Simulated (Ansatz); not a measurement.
PbO$_{2}$ (rutile, P4_2/mnm) at seven volumes, LDA in the plane-wave PAW code Ansatz, shape and atoms relaxed at each. One row is withheld.

```
V (Å³/atom)  P (GPa)
-----------  -------
12.531         17.00
12.945         10.23
13.358          4.69
13.771          0.01
14.184             ?
14.597         -6.88
15.010         -9.30
```

Q: Fit the shown pressures and predict the withheld one.

A: P = (3/2)B₀(x^(7/2) − x^(5/2))[1 + (3/4)(B′ − 4)(x − 1)] with x = (V₀/V)^(2/3). Least squares on the six rows gives V₀ = 13.776 Å³/atom, B₀ = 138 GPa, B′ = 5.55. At V = 14.184, x = 0.9807 and P = -3.71 GPa. The run itself gave -3.82 GPa.

The cell was relaxed with LDA under the symmetry of its start; of distortions, only those at the zone centre were tested, and some modes there are weakly imaginary. Spin–orbit coupling is left out wherever it is not named.

Potentials: the later of the program's two PAW sets.
